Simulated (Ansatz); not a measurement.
## Two-dimensional strain map in CsH

The calculation used DFT LDA, scalar-relativistic, plane waves, PAW (Ansatz). The runs took a 420 eV cutoff, a Γ-centred 8×8×8 mesh and Gaussian smearing (0.05 eV). No spin polarisation. Energies are free energies at this smearing, counted from the undisturbed cell; pressure is positive in compression.

Zero of the scan (as given, not relaxed at this level; it stands at -1.3 GPa):

```
CELL_PARAMETERS angstrom
0.00000 3.18800 3.18800
3.18800 0.00000 3.18800
3.18800 3.18800 0.00000
ATOMIC_POSITIONS crystal
Cs 0.00000 0.00000 0.00000
H 0.50000 0.50000 0.50000
```

The cell is strained by p along both x and y and by q along z, fractional coordinates fixed. Points are written (p, q).

Energy above the undisturbed cell in meV/atom (a dash: not computed):

| p \ q | -0.080 | -0.040 | 0.000 | 0.040 | 0.080 |
| --- | --- | --- | --- | --- | --- |
| -0.080 | -2.5 | -7.6 | ? | 7.4 | 20.9 |
| -0.040 | -12.6 | -17.5 | -12.2 | -0.9 | ? |
| 0.000 | -2.5 | -6.4 | 0.0 | 12.7 | 28.8 |
| 0.040 | 20.5 | 18.1 | 26.1 | 40.5 | 58.3 |
| 0.080 | ? | 50.8 | 60.8 | ? | 96.9 |

Task: Fill in the withheld energies.

Result: (-0.080, 0.000): -2.9; (-0.040, 0.080): 13.7; (0.080, -0.080): 51.4; (0.080, 0.040): 77.1.